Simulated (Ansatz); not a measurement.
Total density of states per atom from PBEsol in the plane-wave PAW code Ansatz, in 0.25 eV bins, energy from the Fermi level:

```
E (eV) | states/eV/atom
    -7.50 |  0.00
    -7.25 |  0.01
    -7.00 | # 0.04
    -6.75 | # 0.05
    -6.50 | # 0.06
    -6.25 | # 0.08
    -6.00 | # 0.10
    -5.75 | ## 0.12
    -5.50 | ###### 0.42
    -5.25 | ############## 0.96
    -5.00 | ################### 1.28
    -4.75 | ###################### 1.51
    -4.50 | ##################### 1.44
    -4.25 | ################# 1.13
    -4.00 | ############## 0.97
    -3.75 | #################### 1.34
    -3.50 | ###################### 1.46
    -3.25 | ############## 0.94
    -3.00 | ################## 1.20
    -2.75 | ##################### 1.43
    -2.50 | ########### 0.72
    -2.25 | ################### 1.29
    -2.00 | ###################### 1.49
    -1.75 | ################# 1.16
    -1.50 | ################ 1.08
    -1.25 | ############################## 2.01
    -1.00 | ################### 1.29
    -0.75 | ####################### 1.54
    -0.50 | ###################### 1.45
    -0.25 | ############### 0.99
     0.00 | ############# 0.87
     0.25 | ############ 0.80
     0.50 | ############ 0.82
     0.75 | ############ 0.80
     1.00 | ############ 0.80
     1.25 | ############ 0.79
     1.50 | ########### 0.75
     1.75 | ############ 0.78
     2.00 | ############## 0.96
     2.25 | ################ 1.09
     2.50 | ############### 1.00
     2.75 | ############### 1.01
     3.00 | ##################### 1.39
     3.25 | ##################### 1.41
     3.50 | ############# 0.86
     3.75 | ###### 0.40
     4.00 | ##### 0.33
     4.25 | ##### 0.34
     4.50 | ###### 0.37
     4.75 | ##### 0.35
```

Question: Which compound is it?
A. WC, P-6m2 (W on 1a, C on 1f)
B. ZrCu, Cm (Pearson symbol mS16)
C. AlRu, CsCl type
D. MoRu, P-6m2 (Mo on 1e, Ru on 1d)

Answer: D, MoRu, P-6m2 (Mo on 1e, Ru on 1d). Within 0.5 eV of the Fermi level: Mo 4d 49 %, Ru 4d 40 %. Projections are on Löwdin-orthogonalised atomic valence shells; empty p or d shells of many metals are not among them.

The workflow started from a Materials Project entry (that database holds measured and hypothetical structures alike); the Crystallography Open Database copy checked does not list it. With Mo and Ru taken as one species the cell has the higher symmetry P6_3/mmc, so it may be an ordered model of a mixed-site phase. Whether it is the stable phase at ambient conditions was not checked. Symmetry was held in the PBEsol relaxation; of distortions, only those at the zone centre were tested. The run is not spin-polarised. Spin–orbit coupling is left out wherever it is not named.

Potentials: the later of the program's two PAW sets.
